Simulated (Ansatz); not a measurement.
TiSi in space group Cmmm (No. 65; Ti on 2b, Si on 2d), plane-wave PAW LDA (Ansatz code), all energies at zero smearing, with the estimated change up to a 700 eV cutoff added, with one set of potentials and settings (totals compare only within such a set). Cell of 2 atoms (1 Ti, 1 Si): -3060.214 eV.

| element | reference phase | E (eV/atom) |
|---|---|---|
| Ti | P6/mmm, 3 atoms in the cell | -2450.3259 |
| Si | Fd-3m, 2 atoms in the cell | -608.6481 |

Formation energy per atom, worked out: (-3060.214 − 1×(-2450.3259) − 1×(-608.6481))/2 = -0.620 eV/atom (-60 kJ per mol of atoms), at 0 K, without zero-point energy or fitted corrections.

The first step of the workflow began from a Materials Project structure, measured or hypothetical; the Crystallography Open Database copy checked does not list it. COD files the formula under space group No. 25, so this cell is another polymorph or a model. Whether it is the stable phase at ambient conditions was not checked. The LDA relaxation kept the symmetry of its start; of distortions, only those at the zone centre were tested. No spin polarisation was allowed. The references are the lowest solids computed at this level, not always the standard phases.

Potentials: the later of the program's two PAW sets.
